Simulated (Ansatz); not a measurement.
# TaN: energy along a strain

TaN, Fm-3m, a = 4.358 Å (as given, not relaxed at this level: 4.4 GPa). This isn't the usual stable structure of the compound. Ansatz: PBEsol, PAW, 420 eV, Γ-centred 18×18×18 mesh on 2 atoms, Gaussian smearing 0.15 eV; no spin polarisation. Cell vectors (Å): 0.000 2.179 2.179; 2.179 0.000 2.179; 2.179 2.179 0.000. The cell is strained by x per cent times the pattern (1 1 0 0 0 0) in the order xx yy zz yz xz xy (engineering shears), with fractional coordinates held. y is the free energy over the start, V0 = 10.346 Å³/atom.

| x (%) | y (meV/atom) |
| --- | --- |
| -4.00 | ? |
| -3.00 | 80.70 |
| -2.00 | 38.64 |
| -1.00 | 12.28 |
| 0.00 | 0.00 |
| 1.00 | 0.30 |
| 2.00 | 11.79 |
| 3.00 | 33.28 |
| 3.50 | 47.43 |
| 4.00 | 63.64 |

Problem. Fit y = c1 x + c2 x² + c3 x³ to the other rows, get the stiffness along the pattern, and predict the missing energy.

Solution. Least squares on the rows shown. y = −5.8394 x + 6.3327 x² − 0.22542 x³. The clamped-ion stiffness p·C·p = 2 × 63.33 eV × 160.2 / 10.346 Å³ = 1961 GPa (second derivative at the start, which stands under stress). At x = -4.00 the fit asked for gives 139.11 meV/atom. The run gave 140.07 meV/atom, so the fit is 0.96 meV/atom too low, 0.69 % of the span of the series, against an rms of 0.10 meV/atom on the fitted rows. The row lies outside the fitted range. With a term in x⁴ added, a fit to the same known rows predicts 140.22 meV/atom, so most of the miss is curvature that the known rows already hold.

Spin–orbit coupling is left out, which can shift energies with elements as heavy as these.